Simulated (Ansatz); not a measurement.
## Relaxation path: Ir (sc type)

DFT, LDA, PAW with Ansatz's default frozen-core files, scalar-relativistic (Ansatz 0.2.0); a Γ-centred 17×17×17 k mesh, Fermi–Dirac smearing of 0.08 eV, no spin polarisation. The run relaxes cell and atoms at a target pressure of 340 GPa.

Command: `ansatz run input.yaml --threads 1 --pin off --max-ram 3584MiB --backend cpu --events-out ev --progress --plain --runs-dir out` It took 8.2 s on 1 thread of Arm Neoverse V2 (shared host), peak memory 0.26 GiB.

PAW: frozen-core files, cutoff 420 eV; forces are relaxed below 0.005 eV/Å.

Each step lists its enthalpy F + pV a cell above the last geometry, the pressure, the cell vectors (Å), and Cartesian positions (Å) with forces (eV/Å).

The first step:

```
step 1  dH = 115.05 meV  P = 419.8 GPa
  cell 2.1589 0.0000 0.0000  0.0000 2.1589 0.0000  0.0000 0.0000 2.1589
  Ir 0.0000 0.0000 0.0000   0.0000 0.0000 0.0000
```

Spin–orbit coupling is left out, which matters for the heavy atoms. The PAW files were made under PBE. At this compression frozen-core PAW has no all-electron check here.

The symmetry of the start is kept and no stability test is made, so the end need not be the stable phase.

Task: Where does the relaxation end, and by which steps?

Result: After 5 geometries, with conventional a, b, c = 2.193, 2.193, 2.193 Å, at 10.541 Å³/atom (+4.77 % against the start) in space group Pm-3m, with a shortest distance of 2.193 Å. The further steps:
```
step 2  dH = 462.29 meV  P = 210.3 GPa  (not accepted)
  cell 2.2641 0.0000 0.0000  0.0000 2.2641 0.0000  0.0000 0.0000 2.2641
  Ir 0.0000 0.0000 0.0000   0.0000 0.0000 0.0000
step 3  dH = 1.57 meV  P = 331.5 GPa
  cell 2.1966 0.0000 0.0000  0.0000 2.1966 0.0000  0.0000 0.0000 2.1966
  Ir 0.0000 0.0000 0.0000   0.0000 0.0000 0.0000
step 4  dH = 0.01 meV  P = 339.5 GPa
  cell 2.1929 0.0000 0.0000  0.0000 2.1929 0.0000  0.0000 0.0000 2.1929
  Ir 0.0000 0.0000 0.0000   0.0000 0.0000 0.0000
step 5  dH = 0.00 meV  P = 340.0 GPa
  cell 2.1926 0.0000 0.0000  0.0000 2.1926 0.0000  0.0000 0.0000 2.1926
  Ir 0.0000 0.0000 0.0000   0.0000 0.0000 0.0000
step 6  dH = -0.30 meV  P = 340.0 GPa  (same geometry on a basis chosen anew; earlier energies don't compare to the last digit)
  cell 2.1926 0.0000 0.0000  0.0000 2.1926 0.0000  0.0000 0.0000 2.1926
  Ir 0.0000 0.0000 0.0000   0.0000 0.0000 0.0000
```
